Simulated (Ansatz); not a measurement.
**Trial structures of In4Sb: starts and ends**

Theory: Ansatz 0.2.0, DFT PBE, scalar-relativistic, plane waves, PAW. Settings: cutoff 420 eV, Γ-centred meshes spaced at most about 0.3 Å⁻¹, and about 0.25 Å⁻¹ or finer for metals (2π included), Gaussian smearing. No spin polarisation in the final relaxations.

Each guess was relaxed in cell and atoms at zero pressure, within the symmetry of its start. Temperature and zero-point effects are left out. Coordination counts In atoms around Sb (those within 1.25 times the shortest such distance or 1.15 times the sum of covalent radii; a plus sign parts nearer from farther groups; the shortest distance is added where it is long for a bond).

| guess | made from | start group | V start (Å³/atom) | end group | V end (Å³/atom) | coordination at the end | gap on mesh (eV) | E over the lowest end (meV/atom) |
| --- | --- | --- | --- | --- | --- | --- | --- | --- |
| 1 | random cell | Cmmm | 26.8 | Cmmm | 30.5 | Sb 8 from 3.4 Å | 0 | 0 |
| 2 | Hg4Pt type | Im-3m | 25.3 | Im-3m | 35.6 | Sb 8 | 0 | 189 |
| 3 | random cell | Pm-3m | 26.0 | ? | ? | ? | ? | ? |
| 4 | random cell | P6/mmm | 32.5 | P6/mmm | 40.7 | Sb 2 | 0 | 279 |
| 5 | SnI4 type | P-43m | 28.8 | P-43m | 33.7 | Sb 4 | 0 | 98 |

Guess 3 as it starts:

```
CELL_PARAMETERS angstrom
5.06544 0.00000 0.00000
0.00000 5.06544 0.00000
0.00000 0.00000 5.06544
ATOMIC_POSITIONS crystal
In 0.00000 0.50000 0.50000
In 0.50000 0.00000 0.50000
In 0.50000 0.50000 0.00000
In 0.50000 0.50000 0.50000
Sb 0.00000 0.00000 0.00000
```

Q: Predict the end of this guess and its energy over the lowest end.

A: It ends in space group Pm-3m (No. 221), with a = 5.581 Å, 34.8 Å³/atom and no gap. It lies 0.33 eV/atom over the lowest end, above guess 4 and so the highest of the set. Counting In atoms around Sb, this end has Sb 12+8 from 3.9 Å and the lowest (guess 1) has Sb 8 from 3.4 Å.

Space group Pm-3m (No. 221). a = 5.581 Å, b = 5.581 Å, c = 5.581 Å, α = 90.00°, β = 90.00°, γ = 90.00°
| atom | site | symmetry | x | y | z |
| --- | --- | --- | --- | --- | --- |
| In | 3c | 4/mm.m | 0.0000 | 0.5000 | 0.5000 |
| In | 1b | m-3m | 0.5000 | 0.5000 | 0.5000 |
| Sb | 1a | m-3m | 0.0000 | 0.0000 | 0.0000 |

Formation energies are uncorrected and refer to the elements' standard structures at the same level.

Q: Is the lowest end bound against the elements?

A: No: its formation energy is +0.09 eV/atom. A positive value: parting into the elements would lower its energy.

These runs have no spin–orbit coupling, which can matter for Sb. Cells relaxed within their symmetry can be saddle points. A lower structure may well exist outside this small set. Some candidate types were left out of the draw beforehand, so a known form may be missing.
